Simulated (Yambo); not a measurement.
Yambo run on RbO$_{2}$H$_{3}$ (space group Cmc2_1, No. 36). The wavefunctions come from this Quantum ESPRESSO step (LDA, PseudoDojo standard norm-conserving files, scalar-relativistic):

```
&CONTROL
  calculation = 'nscf'
  pseudo_dir = './pseudo'
  outdir = './out'
/
&SYSTEM
  ibrav = 0
  nat = 12
  ntyp = 3
  ecutwfc = 84.0
  ecutrho = 336.0
  occupations = 'fixed'
  force_symmorphic = .true.
  nbnd = 148
/
&ELECTRONS
  conv_thr = 1.2000000000000002e-08
  diago_full_acc = .true.
  diago_thr_init = 1e-08
/
ATOMIC_SPECIES
H 1.0080 H.upf
O 15.9990 O.upf
Rb 85.4678 Rb.upf
CELL_PARAMETERS angstrom
  2.110520000000  -5.437285000000   0.000000000000
  2.110520000000   5.437285000000   0.000000000000
  0.000000000000   0.000000000000   5.939790000000
ATOMIC_POSITIONS crystal
H   0.510390000000   0.489610000000   0.978400000000
H   0.489610000000   0.510390000000   0.478400000000
H   0.699090000000   0.914890000000   0.700550000000
H   0.300910000000   0.085110000000   0.200550000000
H   0.085110000000   0.300910000000   0.700550000000
H   0.914890000000   0.699090000000   0.200550000000
O   0.158610000000   0.841390000000   0.244570000000
O   0.841390000000   0.158610000000   0.744570000000
O   0.533400000000   0.466600000000   0.136440000000
O   0.466600000000   0.533400000000   0.636440000000
Rb   0.153680000000   0.846320000000   0.735380000000
Rb   0.846320000000   0.153680000000   0.235380000000
K_POINTS automatic
4 4 2 0 0 0
```

Yambo input:

```
rim_cut
gw0
dyson
el_el_corr
HF_and_locXC
ppa
em1d
RandQpts= 1000000
RandGvec= 1 Ry
EXXRLvcs= 84 Ry
VXCRLvcs= 336 Ry
Chimod= "HARTREE"
% BndsRnXp
 1 | 147 |
%
NGsBlkXp= 6 Ry
% LongDrXp
 1.0 | 1.0 | 1.0 |
%
PPAPntXp= 27.2114 eV
% GbndRnge
 1 | 147 |
%
GTermKind= "BG"
DysSolver= "n"
ExtendOut
% QPkrange
 1 | 1 | 24 | 25 |
 9 | 9 | 24 | 25 |
%
```

k points by index: 1 = Γ, 9 = (0.25, -0.5, 0).

Table of the .qp output:

```
#    K-point    Band    Eo [eV]    E [eV]    E-Eo [eV]    Vxc [eV]    Vnlxc [eV]    Sc|Eo [eV]    Sc|E [eV]    dSc/dw|Eo [eV]    Re(Z)    Im(Z)
#
    1    24    -0.017307    -1.651249    -1.633942    -18.60587    -24.63517    4.006266    4.395360    -6.479382    0.807679    -0.001186
    1    25    4.269374    5.570193    1.300819    -9.594517    -5.070166    -3.042883    -3.223533    -3.778737    0.878066    -0.761496E-3
    9    24    0.000000    -1.605141    -1.605141    -18.68711    -24.64457    3.971289    4.352324    -6.459025    0.808167    -0.001180
    9    25    6.018799    7.532647    1.513848    -10.65676    -5.816070    -3.101343    -3.326845    -4.053166    0.870358    -0.827407E-3
```
(The two width columns are left out.) Convergence of these settings isn't established.

Geometry of the Materials Project entry, not relaxed at this level.

The structure is a Materials Project entry; no match was found in the copy of COD used, and its stability was not checked.
